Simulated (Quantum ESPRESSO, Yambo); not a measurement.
BP under biaxial strain

```xyz
4
Lattice="3.1799 0.0000 0.0000 -1.5900 2.7539 0.0000 0.0000 0.0000 5.2741" Properties=species:S:1:pos:R:3 pbc="T T T"
B      1.5900     0.9180     2.6393
B      0.0000     1.8359     0.0023
P      1.5900     0.9180     4.6126
P      0.0000     1.8359     1.9755
```

BP (wurtzite, space group P6_3mc, No. 186) under biaxial strain (along x and y, z relaxed), counted from the cell relaxed with PBEsol, atoms relaxed at each step. PBEsol (pw.x of Quantum ESPRESSO, ONCV potentials, no spin-orbit coupling); G0W0 and BSE in Yambo (6×6×4 Γ-centred k mesh, 84 bands and a 8 Ry block in the screening, 84 bands in G with the Bruneval-Gonze terminator, plasmon pole fitted at 27.2 eV; BSE 9×9×6 mesh, 3 valence and 4 conduction bands, static screening with 24 bands and a 4 Ry block, scissor from each state's G0W0).

| strain (%) | PBEsol gap (eV) | kind | G0W0 direct gap (eV) | lowest vertical BSE state (eV) | RPA ε∞ along x |
|---|---|---|---|---|---|
| -2 | 0.52 | indirect | 3.59 at Γ | not resolved | – |
| -1 | 0.69 | indirect | 3.58 at Γ | not resolved | – |
| 0 | 0.83 | indirect | 3.53 at Γ | not resolved | – |
| +1 | 0.97 | indirect | 3.48 at Γ | not resolved | – |
| +2 | 0.98 | indirect | 3.42 at Γ | not resolved | – |

Between -1 % and +1 % the direct gap at Γ moves by -63 meV per % in PBEsol; the block changes size in that range, so no G0W0 slope is given.

GW, BSE and RPA settings are held fixed; their convergence isn't established. Strains are linear. The screening block changes size along the series (135 vectors at -2 %, 135 vectors at -1 %, 147 vectors at +0 %, 147 vectors at +1 %, 147 vectors at +2 %), which puts steps into the G0W0 values.  Axes are Cartesian, with cell vectors (Å) (3.18, 0.00, 0.00), (-1.59, 2.75, 0.00), (0.00, 0.00, 5.27).

This is not the ordinary phase of the substance; no match was found in the copy of COD used, and its stability was not checked.
